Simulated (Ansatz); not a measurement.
TiGa2:
```yaml
crystal:
  lattice:
    - [0.00000, 4.09924, 4.61862]
    - [2.62968, 0.00000, 4.61862]
    - [2.62968, 4.09924, 0.00000]
  atoms:
    - { symbol: Ga, position: [0.08376, 0.41624, 0.08376] }
    - { symbol: Ga, position: [0.41624, 0.08376, 0.41624] }
    - { symbol: Ga, position: [0.16624, 0.83376, 0.16624] }
    - { symbol: Ga, position: [0.83376, 0.16624, 0.83376] }
    - { symbol: Ti, position: [0.75000, 0.75000, 0.75000] }
    - { symbol: Ti, position: [0.50000, 0.50000, 0.50000] }
```

Relaxed with PBE. Special points in fractions of this cell's reciprocal vectors: Γ (0.000, 0.000, 0.000); Y (0.500, 0.000, 0.500); T (1.000, 0.500, 0.500); Z (0.500, 0.500, 0.000); Σ0 (0.000, 0.434, 0.434); U0 (1.000, 0.566, 0.566); C0 (0.500, 0.228, 0.728); A0 (0.500, 0.772, 0.272); L (0.500, 0.500, 0.500).

Question: List the band energies nearest the Fermi level at these points for DFT-PBE in the program Ansatz with PAW potentials.

Answer: In eV from the Fermi level; about four levels below and three above (degenerate sets whole), none deeper than 8.9 eV; points with the same levels are listed once.

```json
[
 {"k": "Γ", "below": "-1.61 -0.89 -0.63 -0.53", "above": "0.15 0.42 1.57"},
 {"k": "Y", "below": "-1.20 -1.20 -1.19 -1.19", "above": "0.11 0.11 1.41 1.41"},
 {"k": "T", "below": "-0.40 -0.40 -0.37 -0.37", "above": "0.38 0.38 1.18 1.18"},
 {"k": "Z", "below": "-1.40 -1.40 -0.50 -0.50", "above": "0.18 0.18 1.19 1.19"},
 {"k": "Σ0", "below": "-4.15 -2.52 -1.21 -0.79", "above": "0.01 0.19 0.24"},
 {"k": "C0", "below": "-1.04 -1.04 -0.55 -0.55", "above": "0.17 0.17 1.53 1.53"},
 {"k": "L", "below": "-1.17 -0.82 -0.63 -0.11", "above": "0.37 0.61 1.41"}
]
```

Space group Fddd. The start of the workflow was typed in or built on a structure type; neither database checked (COD, Materials Project) lists it. Its standing as an ambient phase is unchecked. Symmetry was held in the PBE relaxation; its stability against distortions is not shown here. The run is not spin-polarised. Spin–orbit coupling is left out wherever it is not named.

Potentials: the earlier of the program's two PAW sets.
